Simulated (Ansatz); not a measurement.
Here is the system:

SiGe:
```cif
data_Ge2Si2
_chemical_formula_sum 'Ge2 Si2'
_space_group_name_H-M_alt 'P 1'
_space_group_IT_number 1
_cell_length_a 3.67526
_cell_length_b 3.67526
_cell_length_c 6.28877
_cell_angle_alpha 90.000
_cell_angle_beta 90.000
_cell_angle_gamma 120.000
loop_
_space_group_symop_operation_xyz
  'x, y, z'
loop_
_atom_site_label
_atom_site_type_symbol
_atom_site_fract_x
_atom_site_fract_y
_atom_site_fract_z
_atom_site_occupancy
Ge1 Ge 0.00000 0.00000 0.00000 1
Ge2 Ge 0.00000 0.00000 0.50000 1
Si1 Si 0.33333 0.66667 0.25000 1
Si2 Si 0.66667 0.33333 0.75000 1
```

This is the PBE-relaxed structure.

Q: All from the program Ansatz at the PBE level (PAW), unless another level is named. Estimate the formation energy from the elements (no fitted shifts).

A: 398 meV/atom.

Q: What about the density of states at the Fermi level?

A: 0.48 states/eV per atom (mean over ±0.08 eV).

Q: And the gap with spin–orbit coupling?

A: none (metallic).

Space group P6_3/mmc (NiAs type). A made-up cell: these elements were put on the sites of a structure type; neither database checked (COD, Materials Project) lists it. Whether it is the stable phase at ambient conditions was not checked. The PBE relaxation kept the symmetry of its start; its stability against distortions is not shown here. The references are the lowest solids computed at this level, not always the standard phases. Scalar-relativistic: spin–orbit coupling is off unless named, which matters more the heavier the elements.

Potentials: the earlier of the program's two PAW sets.
